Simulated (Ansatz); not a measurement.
# ScAl3: computed property card

ScAl3:
```
ScAl3
1.0
   -2.00321     2.00321     4.37703
    2.00321    -2.00321     4.37703
    2.00321     2.00321    -4.37703
Al Sc
3 1
Cartesian
  0.00000   0.00000   4.37703
  0.00000   2.00321   2.18852
  2.00321   0.00000   2.18852
  0.00000   0.00000   0.00000
```

Space group I4/mmm (No. 139); conventional cell a = b = 4.006 Å, c = 8.754 Å, α = β = γ = 90.00°.

Method: r²SCAN in the plane-wave PAW code Ansatz. The cell and atoms are relaxed at this level. Other levels are named where they apply.

Cell and energy:

```json
{
 "volume_per_atom": "17.56 Å³",
 "density": "2.98 g/cm³",
 "Formation energy from the elements (no fitted shifts)": "-0.39 eV/atom"
}
```

Electronic structure:

```json
{
 "electronic_character": "metallic (no gap)",
 "Density of states at the Fermi level": "0.47 states/eV per atom (mean over ±0.08 eV)"
}
```

Mechanics:

```json
{
  "Bulk modulus (Birch–Murnaghan fit)": "891 kbar",
  "Pressure derivative B′": "4.1"
}
```

A made-up cell: these elements were put on the sites of a structure type; the Crystallography Open Database copy checked does not list it. Whether it is the stable phase at ambient conditions was not checked. The cell was relaxed with r²SCAN under the symmetry of its start; its stability against distortions is not shown here. The run is not spin-polarised. Axis ratios of metals converge slowly with the k-mesh, so a and c are less sure than the volume. The references are the lowest solids computed at this level, not always the standard phases.

Potentials: the later of the program's two PAW sets.
